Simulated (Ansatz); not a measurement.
MgO (rock salt)

```xyz
4
Lattice="0.0000 4.2044 4.2044 2.1022 0.0000 2.1022 2.1022 2.1022 0.0000" Properties=species:S:1:pos:R:3 pbc="T T T"
O      0.0000     0.0000     0.0000
O      0.0000     2.1022     2.1022
Mg     2.1022     2.1022     2.1022
Mg     2.1022     4.2044     4.2044
```

Scan: atom 1 (O, nearest neighbour Mg at 2.102 Å; its periodic images, 3.0 Å or more away, move with it) is displaced along Cartesian z, direction (0.000, 0.000, 1.000) in Cartesian axes, by s. The other atoms stay.

Method: r2SCAN (plane waves to 500 eV, PAW, scalar-relativistic; Ansatz, a first-principles code). k mesh 11×11×11 (Γ-centred), Fermi-Dirac smearing 0.05 eV. Energies are smeared free energies. Left out: 2 of 11 points, with atoms too close for the PAW data. MgO was relaxed with its symmetry unable to fall. ΔE is measured from the undisplaced structure.

```csv
s (Å),ΔE (meV/cell)
-0.504,withheld
-0.378,838
-0.252,318
-0.126,72
0.000,0
0.126,72
0.252,318
0.378,838
0.504,withheld
```

Problem. Fit an even polynomial form (powers 2, 4) to the given rows and predict ΔE at s = 0.504.

Solution. Least squares on the 7 given rows: ΔE = (4328)·s² + (10750)·s⁴, in meV/cell with s in Å; root-mean-square residual 0.3 meV/cell. At 0.504 the fit gives 1793 meV/cell; the calculation gives 1832 meV/cell, so the extrapolation is off by -39 (-2.1 %). The quadratic term alone would give 1099 meV/cell.

(For displaced atoms, the force is minus the slope of the energy, and its curvature is a force constant, which sets phonon frequencies.)
